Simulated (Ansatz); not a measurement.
**Calculated with Ansatz: TaBi$_{2}$IO$_{4}$, relaxation**

The command:

```bash
ansatz run input.yaml --threads 2 --pin off --max-ram 2560MiB --backend cpu --events-out ev --progress --plain --runs-dir out
```

input.yaml:

```yaml
crystal:
  lattice:
    - [3.805132, 0.0, 0.0]
    - [0.0, 3.805132, 0.0]
    - [0.0, 0.0, 9.332458]
  atoms:
    - { symbol: I, position: [0.0, 0.0, 0.5] }
    - { symbol: Bi, position: [0.5, 0.5, 0.7416] }
    - { symbol: Bi, position: [0.5, 0.5, 0.2584] }
    - { symbol: Ta, position: [0.0, 0.0, 0.0] }
    - { symbol: O, position: [0.5, 0.0, 0.858] }
    - { symbol: O, position: [0.0, 0.5, 0.858] }
    - { symbol: O, position: [0.5, 0.0, 0.142] }
    - { symbol: O, position: [0.0, 0.5, 0.142] }
  symmetry: { tolerance: 0.0003 }
kpoints:
  mp_grid: { grid: [8, 8, 4], shift: [0, 0, 0] }
magnetization:
  spin_polarized: false
scf:
  occupations: { method: fermi_dirac }
  lower_state_search: "off"
hamiltonian:
  pseudopotentials: { kind: paw }
  xc: r2scan
basis:
  ecutwfc: 500
  fft_grid_basis: typed
relax:
  max_steps: 40
  cell: { p_target: 20.0 }
output:
  forces: true
  stress: true
  eigenvalues: true
  bader: true
  populations: true
  elf: true
  write_potential: true
  volumetric_format: npy
  dos:
    e_range: [-12, 8]
    de: 0.05
    projected: { site_lists: { Bi: [Bi], I: [I], O: [O], Ta: [Ta] } }
checkpoint:
  read: saved_state
```

Origin of the cell: a known structure type with other elements, at an estimated volume, so it need not be a known compound.

The smearing width isn't typed, so it takes its default of 0.1 eV.

The saved state is a converged single point of the same cell.

Steps («new basis» is an SCF on plane waves selected anew at the same cell):

```json
{"step": "1", "ΔH (meV/atom)": "0.0", "max force component (eV/Å)": "1.441", "P (GPa)": "1.72", "volume (Å³)": "135.12", "SCF iterations": "8", "step was": "accepted"}
{"step": "2", "ΔH (meV/atom)": "-225.4", "max force component (eV/Å)": "1.777", "P (GPa)": "21.43", "volume (Å³)": "116.56", "SCF iterations": "9", "step was": "accepted"}
{"step": "3", "ΔH (meV/atom)": "-254.8", "max force component (eV/Å)": "0.565", "P (GPa)": "24.43", "volume (Å³)": "112.82", "SCF iterations": "9", "step was": "accepted"}
{"step": "4", "ΔH (meV/atom)": "-271.1", "max force component (eV/Å)": "0.089", "P (GPa)": "20.86", "volume (Å³)": "114.89", "SCF iterations": "9", "step was": "accepted"}
{"step": "5", "ΔH (meV/atom)": "-279.7", "max force component (eV/Å)": "0.420", "P (GPa)": "19.84", "volume (Å³)": "116.09", "SCF iterations": "10", "step was": "accepted"}
{"step": "6", "ΔH (meV/atom)": "-281.4", "max force component (eV/Å)": "0.039", "P (GPa)": "19.14", "volume (Å³)": "116.68", "SCF iterations": "8", "step was": "accepted"}
{"step": "7", "ΔH (meV/atom)": "-281.7", "max force component (eV/Å)": "0.029", "P (GPa)": "20.42", "volume (Å³)": "116.08", "SCF iterations": "6", "step was": "accepted"}
{"step": "8", "ΔH (meV/atom)": "-281.7", "max force component (eV/Å)": "0.001", "P (GPa)": "19.96", "volume (Å³)": "116.33", "SCF iterations": "6", "step was": "accepted"}
{"step": "9", "ΔH (meV/atom)": "-281.7", "max force component (eV/Å)": "0.001", "P (GPa)": "20.00", "volume (Å³)": "116.30", "SCF iterations": "6", "step was": "accepted"}
{"step": "10", "ΔH (meV/atom)": "-280.5", "max force component (eV/Å)": "0.003", "P (GPa)": "20.02", "volume (Å³)": "116.30", "SCF iterations": "8", "step was": "new basis"}
{"step": "11", "ΔH (meV/atom)": "-280.5", "max force component (eV/Å)": "0.000", "P (GPa)": "20.00", "volume (Å³)": "116.31", "SCF iterations": "6", "step was": "accepted"}
{"step": "12", "ΔH (meV/atom)": "-280.5", "max force component (eV/Å)": "0.000", "P (GPa)": "20.00", "volume (Å³)": "116.31", "SCF iterations": "6", "step was": "new basis"}
```

Step 1, with forces in eV/Å:

```xyz
8
Lattice="3.805 0.000 0.000 0.000 3.805 0.000 0.000 0.000 9.332" Properties=species:S:1:pos:R:3:forces:R:3 pbc="T T T" step=1
I     0.000    0.000    4.666    0.000    0.000    0.000
Bi    1.903    1.903    6.921    0.000    0.000   -1.428
Bi    1.903    1.903    2.412    0.000    0.000    1.428
Ta    0.000    0.000    0.000    0.000    0.000    0.000
O     1.903    0.000    8.007    0.000    0.000    1.441
O     0.000    1.903    8.007    0.000    0.000    1.441
O     1.903    0.000    1.325    0.000    0.000   -1.441
O     0.000    1.903    1.325    0.000    0.000   -1.441
```

Step 2, with forces in eV/Å:

```xyz
8
Lattice="3.623 0.000 0.000 0.000 3.623 0.000 0.000 0.000 8.878" Properties=species:S:1:pos:R:3:forces:R:3 pbc="T T T" step=2
I     0.000    0.000    4.439    0.000    0.000    0.000
Bi    1.812    1.812    6.455    0.000    0.000   -1.777
Bi    1.812    1.812    2.422    0.000    0.000    1.777
Ta    0.000    0.000    0.000    0.000    0.000    0.000
O     1.812    0.000    7.670    0.000    0.000    0.814
O     0.000    1.812    7.670    0.000    0.000    0.814
O     1.812    0.000    1.207    0.000    0.000   -0.814
O     0.000    1.812    1.207    0.000    0.000   -0.814
```

Step 3, with forces in eV/Å:

```xyz
8
Lattice="3.556 0.000 0.000 0.000 3.556 0.000 0.000 0.000 8.923" Properties=species:S:1:pos:R:3:forces:R:3 pbc="T T T" step=3
I     0.000    0.000    4.462    0.000    0.000    0.000
Bi    1.778    1.778    6.381    0.000    0.000   -0.421
Bi    1.778    1.778    2.542    0.000    0.000    0.421
Ta    0.000    0.000    0.000    0.000    0.000    0.000
O     1.778    0.000    7.723    0.000    0.000    0.565
O     0.000    1.778    7.723    0.000    0.000    0.565
O     1.778    0.000    1.201    0.000    0.000   -0.565
O     0.000    1.778    1.201    0.000    0.000   -0.565
```

Step 4, with forces in eV/Å:

```xyz
8
Lattice="3.543 0.000 0.000 0.000 3.543 0.000 0.000 0.000 9.151" Properties=species:S:1:pos:R:3:forces:R:3 pbc="T T T" step=4
I     0.000    0.000    4.576    0.000    0.000    0.000
Bi    1.772    1.772    6.547    0.000    0.000    0.089
Bi    1.772    1.772    2.604    0.000    0.000   -0.089
Ta    0.000    0.000    0.000    0.000    0.000    0.000
O     1.772    0.000    7.978    0.000    0.000    0.021
O     0.000    1.772    7.978    0.000    0.000    0.021
O     1.772    0.000    1.173    0.000    0.000   -0.021
O     0.000    1.772    1.173    0.000    0.000   -0.021
```

Step 5, with forces in eV/Å:

```xyz
8
Lattice="3.482 0.000 0.000 0.000 3.482 0.000 0.000 0.000 9.575" Properties=species:S:1:pos:R:3:forces:R:3 pbc="T T T" step=5
I     0.000    0.000    4.788    0.000    0.000    0.000
Bi    1.741    1.741    6.873    0.000    0.000    0.420
Bi    1.741    1.741    2.702    0.000    0.000   -0.420
Ta    0.000    0.000    0.000    0.000    0.000    0.000
O     1.741    0.000    8.409    0.000    0.000   -0.279
O     0.000    1.741    8.409    0.000    0.000   -0.279
O     1.741    0.000    1.166    0.000    0.000    0.279
O     0.000    1.741    1.166    0.000    0.000    0.279
```

Step 6, with forces in eV/Å:

```xyz
8
Lattice="3.488 0.000 0.000 0.000 3.488 0.000 0.000 0.000 9.589" Properties=species:S:1:pos:R:3:forces:R:3 pbc="T T T" step=6
I     0.000    0.000    4.795    0.000    0.000    0.000
Bi    1.744    1.744    6.906    0.000    0.000    0.039
Bi    1.744    1.744    2.683    0.000    0.000   -0.039
Ta    0.000    0.000    0.000    0.000    0.000    0.000
O     1.744    0.000    8.409    0.000    0.000    0.026
O     0.000    1.744    8.409    0.000    0.000    0.026
O     1.744    0.000    1.180    0.000    0.000   -0.026
O     0.000    1.744    1.180    0.000    0.000   -0.026
```

Step 7, with forces in eV/Å:

```xyz
8
Lattice="3.477 0.000 0.000 0.000 3.477 0.000 0.000 0.000 9.604" Properties=species:S:1:pos:R:3:forces:R:3 pbc="T T T" step=7
I     0.000    0.000    4.802    0.000    0.000    0.000
Bi    1.738    1.738    6.920    0.000    0.000   -0.029
Bi    1.738    1.738    2.684    0.000    0.000    0.029
Ta    0.000    0.000    0.000    0.000    0.000    0.000
O     1.738    0.000    8.425    0.000    0.000    0.010
O     0.000    1.738    8.425    0.000    0.000    0.010
O     1.738    0.000    1.179    0.000    0.000   -0.010
O     0.000    1.738    1.179    0.000    0.000   -0.010
```

Step 12, with forces in eV/Å:

```xyz
8
Lattice="3.479 0.000 0.000 0.000 3.479 0.000 0.000 0.000 9.610" Properties=species:S:1:pos:R:3:forces:R:3 pbc="T T T" step=12
I     0.000    0.000    4.805    0.000    0.000    0.000
Bi    1.739    1.739    6.924    0.000    0.000    0.000
Bi    1.739    1.739    2.686    0.000    0.000    0.000
Ta    0.000    0.000    0.000    0.000    0.000    0.000
O     1.739    0.000    8.431    0.000    0.000    0.000
O     0.000    1.739    8.431    0.000    0.000    0.000
O     1.739    0.000    1.179    0.000    0.000    0.000
O     0.000    1.739    1.179    0.000    0.000    0.000
```

- Enthalpy lowered by: 280.5 meV/atom
- Volume change: -13.92 %
- Final pressure: 20.00 GPa
- Relaxation steps listed: 12
- Gap on the mesh: none (metal)

Caveats: no moments, though an odd count or open d shells may carry them; no spin-orbit coupling, though heavy elements are present; the relaxation held the start's symmetry, so the end may be a saddle point.

It ran for 6 min on 2 threads of Arm Neoverse V1 (shared host), peak memory 0.95 GiB, from a saved density.
